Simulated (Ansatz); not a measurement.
Level of theory: DFT PBE, scalar-relativistic, plane waves, PAW in Ansatz 0.2.0. Settings of the last relaxation (8-atom cell): 420 eV, 8×8×8 k points, Gaussian smearing of 0.02 eV, no spin polarisation.

Formation energies are uncorrected and count from the elements' standard states at the same level.

Q: Suggest a trial structure for a tetragonal semiconductor that holds S and 2 more elements, with a gap near 0.9 eV, a formation energy near −1.20 eV/atom and about 19 Å³ per atom, in a cell of 8 atoms. Its symmetry should be I4/mmm (No. 139).

A: Mg3CdS4, space group I4/mmm (No. 139). Around Mg on a site of symmetry 4/mmm lie 6 S at 2.57–2.65 Å; around Mg on a site of symmetry -4m2 lie 6 S at 2.65–2.66 Å; Cd has 6 S at 2.65–2.74 Å; around S on a site of symmetry 4mm lie 5 Mg at 2.57–2.65 Å and 1 Cd at 2.74 Å; 1 more site not described.

```
Mg Cd S
1.0
    -2.65309    2.65309    5.31623
     2.65309   -2.65309    5.31623
     2.65309    2.65309   -5.31623
Mg Cd S
3 1 4
Cartesian
  0.0000 0.0000 0.0000
  0.0000 2.6531 2.6581
  2.6531 0.0000 2.6581
  0.0000 0.0000 5.3162
  0.0000 0.0000 8.0576
  0.0000 0.0000 2.5749
  0.0000 2.6531 0.0000
  2.6531 0.0000 0.0000
```

- Volume per atom: 18.71 Å³
- Density: 3.48 g/cm³
- Formation energy: −1.195 eV/atom
- Gap on the 8×8×8 mesh of the 8-atom cell: 0.95 eV

The cell was found from a structure generator's guess, not taken from experiment. Other answers may fit too; this one was computed.

Kohn–Sham gaps at this level usually fall short of measured ones. The reference form of S is held partly by dispersion forces, which this level lacks. Symmetry constrained the relaxation, so the result can be a saddle point.
